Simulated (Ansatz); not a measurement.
**Ga₂Pt at 2 GPa (stress–strain coefficients): relaxed-ion elastic tensor**

Level of theory: DFT LDA, scalar-relativistic, plane waves, PAW (Ansatz). Settings: 420 eV plane-wave cutoff, Γ-centred 12×12×12 mesh, Fermi-Dirac smearing of 0.15 eV. No spin polarisation.

The cell, relaxed at 2 GPa:
```yaml
crystal:
  lattice:
    - [0.00000, 2.92227, 2.92227]
    - [2.92227, 0.00000, 2.92227]
    - [2.92227, 2.92227, 0.00000]
  atoms:
    - { symbol: Ga, position: [0.25000, 0.25000, 0.25000] }
    - { symbol: Ga, position: [0.75000, 0.75000, 0.75000] }
    - { symbol: Pt, position: [0.00000, 0.00000, 0.00000] }
```

In a metal, frequencies and elastic constants depend on the k mesh and the smearing, soft modes and shear constants most. Spin–orbit coupling is left out, which can shift energies with elements as heavy as these.

**Question.** Give the relaxed-ion elastic constants (GPa, Voigt order xx yy zz yz xz xy, on the axes of the cell above).

**Answer.**
C11 = 169.4, C12 = 140.1, C13 = 140.1, C22 = 169.4, C23 = 140.1, C33 = 169.4, C44 = 29.9, C55 = 29.9, C66 = 29.9 GPa; the others vanish.

**Question.** Is the crystal stable against homogeneous strain?

**Answer.** Yes: the least eigenvalue of the tensor is 29.3 GPa.

**Question.** And the moduli of a polycrystal (Hill averages)?

**Answer.** B = 150 GPa, G = 22 GPa, E = 64 GPa, ν = 0.43.

Cost: 1 run of about 2.1 core-minutes, on Arm Neoverse V2 (shared hosts).